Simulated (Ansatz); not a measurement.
Total density of states per atom from DFT-LDA in the program Ansatz with PAW potentials, in 0.25 eV bins, energy from the valence-band maximum:

(E (eV), states/eV/atom): (-7.85, 5.71); (-7.60, 1.86); (-7.35, 0.00); (-7.10, 0.00); (-6.85, 0.02); (-6.60, 6.04); (-6.35, 3.94); (-6.10, 0.00); (-5.85, 0.00); (-5.60, 0.00); (-5.35, 0.01); (-5.10, 0.30); (-4.85, 0.76); (-4.60, 0.83); (-4.35, 0.47); (-4.10, 0.48); (-3.85, 0.30); (-3.60, 0.22); (-3.35, 0.18); (-3.10, 0.26); (-2.85, 0.73); (-2.60, 0.70); (-2.35, 0.81); (-2.10, 0.90); (-1.85, 1.01); (-1.60, 0.91); (-1.35, 0.77); (-1.10, 0.75); (-0.85, 0.68); (-0.60, 0.60); (-0.35, 0.26); (-0.10, 0.06); (0.15, 0.00); (0.40, 0.00); (0.65, 0.00); (0.90, 0.00); (1.15, 0.00); (1.40, 0.01); (1.65, 0.02); (1.90, 0.03); (2.15, 0.05); (2.40, 0.14); (2.65, 0.26); (2.90, 0.33); (3.15, 0.51); (3.40, 0.81); (3.65, 0.77); (3.90, 0.71); (4.15, 0.55); (4.40, 0.29); (4.65, 0.32); (4.90, 0.54); (5.15, 0.70); (5.40, 0.86)

Question: Pick the material that matches.
(A) ZnCdSe2, P-4m2 (Zn on 1c, Cd on 1a, Se on 2g)
(B) CdF2, fluorite
(C) ZnAgF3, cubic perovskite
(D) NbCd3, Cu3Au type

Answer: A, ZnCdSe2, P-4m2 (Zn on 1c, Cd on 1a, Se on 2g). Top 1 eV of the valence band: Se 4p 89 %. Bottom 1 eV of the conduction band: Cd 5s 28 %, Zn 4s 26 %, Se 4p 23 %, Se 4s 20 %. Projections are on Löwdin-orthogonalised atomic valence shells; empty p or d shells of many metals are not among them.

The first step of the workflow began from a Materials Project structure, measured or hypothetical; the Crystallography Open Database copy checked does not list it. Its standing as an ambient phase is unchecked. Symmetry was held in the LDA relaxation; phonons on a q-mesh show no instability. Spin–orbit coupling is left out wherever it is not named.

Potentials: the later of the program's two PAW sets.
